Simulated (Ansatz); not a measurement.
InHg in space group R-3m (No. 166; In on 3b, Hg on 3a), DFT-PBE in the program Ansatz with PAW potentials, all energies at zero smearing, with the estimated change up to a 700 eV cutoff added, with one set of potentials and settings (totals compare only within such a set). Cell of 2 atoms (1 In, 1 Hg): -19411.324 eV.

```csv
element,reference phase,E (eV/atom)
In,"I4/mmm, 1 atoms in the cell",-5597.8481
Hg,"P6_3/mmc, 2 atoms in the cell",-13813.4607
```

Formation energy per atom, worked out: (-19411.324 − 1×(-5597.8481) − 1×(-13813.4607))/2 = -0.008 eV/atom (-1 kJ per mol of atoms), at 0 K, without zero-point energy or fitted corrections.

The workflow started from a Materials Project entry (that database holds measured and hypothetical structures alike); the Crystallography Open Database files this formula in space group No. 166, but the cells were not matched. Its standing as an ambient phase is unchecked. The cell was relaxed with PBE under the symmetry of its start; its stability against distortions is not shown here. The references are the lowest solids computed at this level, not always the standard phases. Scalar-relativistic: spin–orbit coupling is off unless named, which matters more the heavier the elements.

Potentials: the later of the program's two PAW sets.
